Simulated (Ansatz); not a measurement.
## SiW: one input, then a changed one

The structure comes from a relaxation in the same program, started in the CsCl type. Whether it is a known phase or the ground state wasn't checked. The listed cell was then made from it by scaling, straining or moving an atom.

First run: DFT, PBE, all-electron LAPW, scalar-relativistic (Ansatz 0.2.0).

Command: `ansatz run input.yaml --threads 1 --pin off --max-ram 2048MiB --backend cpu --events-out ev --progress --plain --runs-dir out` The run took 33 s on 1 thread of Arm Neoverse V2, on a shared host, peak memory 0.52 GiB.

```yaml
crystal:
  lattice:
    - [3.0724954836, 0.0, 0.0]
    - [0.0, 3.0724954836, 0.0]
    - [0.0, 0.0, 3.0265234626]
  atoms:
    - { symbol: W, position: [0.0, 0.0, 0.0] }
    - { symbol: Si, position: [0.5, 0.5, 0.5] }
kpoints:
  mp_grid: { grid: [11, 11, 11] }
scf:
  occupations: { method: fermi_dirac, width: 0.03 }
hamiltonian:
  xc: pbe
  pseudopotentials: { kind: all_electron, lapw: { basis_error: 0.0005 } }
output:
  forces: true
  stress: true
  eigenvalues: true
```

Result: converged; pressure 0.04 GPa; no gap on the k mesh; 10 SCF iterations.

No spin–orbit coupling, which matters for the heavy atoms here.

The input is then changed:

```diff
@@ -14,7 +14,10 @@
   xc: pbe
   pseudopotentials: { kind: all_electron, lapw: { basis_error: 0.0005 } }
+  dispersion: d4
 output:
   forces: true
   stress: true
   eigenvalues: true
+basis:
+  xc_grid: 3
```

(1) What does the second run give?

## Answers

(1) It converged; pressure -6.14 GPa; no gap on the k mesh; 10 SCF iterations.
